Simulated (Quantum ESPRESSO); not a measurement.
# Band energies of CuCl

```xyz
2
Lattice="1.8697 1.0796 3.0537 -1.8701 1.0796 3.0535 -0.0001 -2.1592 3.0536" Properties=species:S:1:pos:R:3 pbc="T T T"
Cl     0.0000     0.0000     0.0000
Cu    -0.0001     0.0000     2.2902
```

PBEsol (Quantum ESPRESSO, PseudoDojo norm-conserving, 92 Ry, scalar-relativistic); path ΓXWKΓLUWLK,UX; energies in eV from the valence-band maximum.

```
k (1/Å)  point  band 9  band 10  band 11  band 12  band 13  band 14  band 15  band 16
-------  -----  ------  -------  -------  -------  -------  -------  -------  -------
0.00         Γ   -1.76    -1.76     0.00     0.00     0.00     0.54     6.55     6.55
0.54             -1.94    -1.67    -0.66    -0.63    -0.63     2.67     5.02     7.94
1.19         X   -1.93    -1.63    -1.54    -1.31    -1.31     3.24     4.47     9.00
1.78         W   -2.00    -1.87    -1.56    -1.32    -0.94     4.95     5.49     7.45
1.92             -2.01    -1.83    -1.56    -1.31    -0.96     4.73     5.38     7.51
2.20         K   -2.03    -1.68    -1.59    -1.21    -1.05     4.08     5.26     8.12
2.62             -1.82    -1.74    -1.37    -1.13    -0.54     4.13     5.79     6.41
3.15             -1.80    -1.75    -0.50    -0.28    -0.07     1.54     6.08     6.82
3.46         Γ   -1.76    -1.76     0.00     0.00     0.00     0.54     6.55     6.55
3.77             -1.77    -1.77    -0.55    -0.12    -0.12     1.47     6.14     6.84
4.39             -1.69    -1.69    -1.58    -0.65    -0.65     2.88     6.88     7.02
4.49         L   -1.68    -1.68    -1.61    -0.67    -0.67     2.89     6.97     7.01
5.01             -1.97    -1.71    -1.55    -1.14    -0.91     4.29     5.39     7.55
5.22         U   -2.03    -1.68    -1.59    -1.21    -1.05     4.08     5.26     8.12
5.53             -2.01    -1.85    -1.55    -1.31    -0.95     4.83     5.41     7.44
5.64         W   -2.00    -1.87    -1.56    -1.32    -0.94     4.95     5.49     7.45
6.11             -1.85    -1.72    -1.56    -1.01    -0.79     4.05     5.61     7.12
6.48         L   -1.68    -1.68    -1.61    -0.67    -0.67     2.89     6.97     7.01
6.64             -1.72    -1.68    -1.60    -0.76    -0.70     3.16     6.39     7.17
7.13             -2.02    -1.69    -1.56    -1.21    -0.99     4.19     5.34     7.90
7.21         K   -2.03    -1.68    -1.59    -1.21    -1.05     4.08     5.26     8.12
7.21         U   -2.03    -1.68    -1.59    -1.21    -1.05     4.08     5.26     8.12
7.63         X   -1.93    -1.63    -1.54    -1.31    -1.31     3.24     4.47     9.00
```

The PBEsol gap is direct, 0.54 eV at Γ.

The filled Cu 3d shell has no Hubbard U; semilocal functionals place it too high.

Geometry relaxed with PBEsol.
